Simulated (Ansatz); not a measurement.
A 2-atom cell of ZnS started from a crystallographic database, relaxed with r2SCAN, was run in Ansatz 0.2.0 under altered settings. All numbers are computed, without spin polarisation but where a row says otherwise.

```xyz
2
Lattice="0.0000 2.6941 2.6941 2.6941 0.0000 2.6941 2.6941 2.6941 0.0000" Properties=species:S:1:pos:R:3 pbc="T T T"
Zn    1.3470    1.3470    1.3470
S     0.0000    0.0000    0.0000
```

The base run's other keys:
```yaml
kpoints:
  mp_grid: { grid: [4, 4, 4] }
hamiltonian:
  xc: hse06
scf:
  occupations: { method: fixed }
  n_extra_bands: 4
```

It takes 12 iterations with 749 plane waves at 420 eV and 8 k points, and leaves a mean stress of +1.91 GPa. The gap over this mesh is 3.395 eV.

Outcomes, with energy and stress as changes against the base:

| setting | outcome | ΔF (meV/atom) | Δ mean stress (GPa) | gap on the mesh (eV) | iterations |
| --- | --- | --- | --- | --- | --- |
| scf.exx.ecutfock_ratio: 4 | converged | 0.0 | 0.0 | 3.395 | 12 |
| PBE hybrid, exx coeff 0.15, omega 0.3 1/Å | converged | – | +0.4 | 2.760 | 11 |
| PBE hybrid, exx coeff 0.75, omega 0.3 1/Å | converged | – | -0.5 | 5.350 | 19 |
| PBE hybrid, exx coeff 0.35, unscreened | converged | – | -0.6 | 4.887 | 15 |
| scf.occupations: fermi_dirac 0.2 | converged | 0.0 | 0.0 | 3.394 | 12 |
| scf.max_iter: 2 | not converged | – | – | – | 4 |

A dash marks a value that wasn't obtained or can't be compared. Stress is positive in compression.

- PBE hybrid, exx coeff 0.15, omega 0.3 1/Å. That is 15 % exact exchange, screened with ω = 0.3 1/Å, against HSE06's 25 % screened at 0.208 1/Å. The mean stress moves by +0.4 GPa and the gap on the mesh by -0.635 eV (to 2.760). Totals of different functionals aren't comparable.
- PBE hybrid, exx coeff 0.75, omega 0.3 1/Å. That is 75 % exact exchange, screened with ω = 0.3 1/Å, against HSE06's 25 % screened at 0.208 1/Å. The mean stress moves by -0.5 GPa and the gap on the mesh by +1.956 eV (to 5.350). Totals of different functionals aren't comparable.
- PBE hybrid, exx coeff 0.35, unscreened. That is 35 % exact exchange, at all ranges, against HSE06's 25 % screened at 0.208 1/Å. The mean stress moves by -0.6 GPa and the gap on the mesh by +1.492 eV (to 4.887). Totals of different functionals aren't comparable.
- scf.max_iter: 2. The run did not converge. It stopped after 4 iterations; the base needs 12. Nothing that it printed is a property of the solid. Error: did not converge after 2 iterations: onsite_residual = 1.69e-2 (threshold 1.00e-7), under the density mixer `msr1`, which `scf.mixing.algorithm: auto` chose by the deck's other keys (type `scf.mixing.algorithm: msr1` to keep it); this is the SCF of exchange-loop cycle 1 […]

Within 1 meV an atom, 0.1 GPa and 0.005 eV of the base stay: scf.exx.ecutfock_ratio: 4; scf.occupations: fermi_dirac 0.2.

The stress of a hybrid is loosely converged in these runs.

The meshes of the hybrids are coarse, so their gaps aren't converged to the digits shown.
